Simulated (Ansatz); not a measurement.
Input:

Li2ZnCl4:
```cif
data_Cl8Li4Zn2
_chemical_formula_sum 'Li4 Zn2 Cl8'
_space_group_name_H-M_alt 'P 1'
_space_group_IT_number 1
_cell_length_a 7.29522
_cell_length_b 7.29522
_cell_length_c 7.29522
_cell_angle_alpha 60.000
_cell_angle_beta 60.000
_cell_angle_gamma 60.000
loop_
_space_group_symop_operation_xyz
  'x, y, z'
loop_
_atom_site_label
_atom_site_type_symbol
_atom_site_fract_x
_atom_site_fract_y
_atom_site_fract_z
_atom_site_occupancy
Li1 Li 0.62500 0.62500 0.12500 1
Li2 Li 0.62500 0.12500 0.62500 1
Li3 Li 0.62500 0.62500 0.62500 1
Li4 Li 0.12500 0.62500 0.62500 1
Zn1 Zn 0.00000 0.00000 0.00000 1
Zn2 Zn 0.25000 0.25000 0.25000 1
Cl1 Cl 0.86615 0.37795 0.37795 1
Cl2 Cl 0.87205 0.87205 0.38385 1
Cl3 Cl 0.37795 0.86615 0.37795 1
Cl4 Cl 0.87205 0.87205 0.87205 1
Cl5 Cl 0.37795 0.37795 0.37795 1
Cl6 Cl 0.87205 0.38385 0.87205 1
Cl7 Cl 0.37795 0.37795 0.86615 1
Cl8 Cl 0.38385 0.87205 0.87205 1
```

This is the r²SCAN-relaxed structure.

Problem. All from r²SCAN (plane waves, PAW; program Ansatz), unless another level is named. Predict the band gap.

Solution. 4.96 eV (direct).

Problem. Give the hole effective mass, band 2 of 3 at the edge.

Solution. 1.8 along [100], 1.8 along [110], 5.4 along [111] (mₑ).

Space group Fd-3m (spinel). The workflow started from a Materials Project entry (that database holds measured and hypothetical structures alike); the Crystallography Open Database files this formula in space group No. 227, but the cells were not matched. Whether it is the stable phase at ambient conditions was not checked. The r²SCAN relaxation kept the symmetry of its start; whether a distortion lowers the energy is not shown.

Potentials: the later of the program's two PAW sets.
